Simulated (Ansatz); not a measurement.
# SrYSi4N7: ¹⁴N nuclear quadrupole resonance

Cell: a computed structure from the Materials Project (it need not be an observed phase).

```cif
data_SrYSi4N7
_symmetry_space_group_name_H-M 'P6_3mc'
_symmetry_Int_Tables_number 186
_cell_length_a 6.0615
_cell_length_b 6.0615
_cell_length_c 9.8881
_cell_angle_alpha 90.000
_cell_angle_beta 90.000
_cell_angle_gamma 120.000
loop_
_atom_site_label
_atom_site_type_symbol
_atom_site_symmetry_multiplicity
_atom_site_Wyckoff_symbol
_atom_site_fract_x
_atom_site_fract_y
_atom_site_fract_z
Sr Sr 2 b 0.3333 0.6667 0.0814
Y Y 2 b 0.3333 0.6667 0.4505
Si5 Si 6 c 0.3480 0.1740 0.2598
Si11 Si 2 a 0.0000 0.0000 0.5275
N13 N 2 a 0.0000 0.0000 0.3367
N15 N 6 c 0.6942 0.8471 0.5873
N21 N 6 c 0.5116 0.0231 0.3118
```

One atom of each set is listed.

All values are calculated (Ansatz; DFT, PBE, plane waves and PAW, scalar-relativistic, 420 eV cutoff, Γ-centred 5×5×3 k-points, Fermi–Dirac smearing 0.02 eV), not measured.

¹⁴N: I = 1, Q = 20.44 mb (year-2017 value). Static lattice, zero field.

Sites with a gradient: N13 (2 atoms; 4 Si at 1.89–1.98 Å); N15 (6 atoms; 2 Si at 1.71–1.72 Å, angle 118°; also 1 Y at 2.33 Å, 2 Sr at 3.03 Å); N21 (6 atoms; 2 Si at 1.73 Å, angle 114°; also 1 Y at 2.32 Å, 2 Sr at 2.95–3.12 Å).

(1) The simulated spectrum has lines at 0.0260, 0.116, 0.180, 0.998, 1.02, 1.17, 1.29 MHz. Sort them into the sets that belong together, and say which site each set most likely comes from.

Results:

(1) For I = 1 the lines are ν± = (3/4)|C_Q|(1 ± η/3) and ν₀ = |C_Q|η/2. N13: 0.180 MHz (|C_Q| = 0.240 MHz, η = 0.00). N15: 0.0260, 0.998, 1.02 MHz (|C_Q| = 1.35 MHz, η = 0.04). N21: 0.116, 1.17, 1.29 MHz (|C_Q| = 1.64 MHz, η = 0.14).

The sites follow from the calculation. An axis of threefold or higher order runs through N13, so V_zz lies along it and η is zero. At N21 V_zz runs parallel to the line that joins its two neighbours (within 1°). Like point charges on the first shell alone (each adding as 1/d³) would give another order (N13 < N21 < N15): the covalent part of each bond and the atoms beyond the first shell count as well.
